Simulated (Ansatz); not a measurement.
ZnCu:
```yaml
crystal:
  lattice:
    - [2.96276, 0.00000, 0.00000]
    - [0.00000, 2.96276, 0.00000]
    - [0.00000, 0.00000, 2.96276]
  atoms:
    - { symbol: Zn, position: [0.50000, 0.50000, 0.50000] }
    - { symbol: Cu, position: [0.00000, 0.00000, 0.00000] }
```

Relaxed with PBE. Special points in fractions of this cell's reciprocal vectors: Γ (0.000, 0.000, 0.000); X (0.000, 0.500, 0.000); M (0.500, 0.500, 0.000); R (0.500, 0.500, 0.500).

Task: List the band energies nearest the Fermi level at these points for plane-wave PAW PBE (Ansatz code).

Result: In eV from the Fermi level; about four levels below and three above (degenerate sets whole), none deeper than 8.9 eV; points with the same levels are listed once.

```
k                          below                    above
-  -----------------------------  -----------------------
Γ  -3.51 -3.51 -2.68 -2.68 -2.68           6.11 6.11 6.11
X        -3.22 -3.22 -2.75 -1.98  11.52 11.52 12.12 12.12
M  -2.83 -2.83 -2.45 -1.87 -1.87          1.69 2.00 13.72
R  -4.21 -4.21 -4.21 -2.43 -2.43      3.69 4.26 4.26 4.26
```

Space group Pm-3m (CsCl type). The cell was relaxed with PBE under the symmetry of its start. No spin polarisation was allowed.

Potentials: the earlier of the program's two PAW sets.
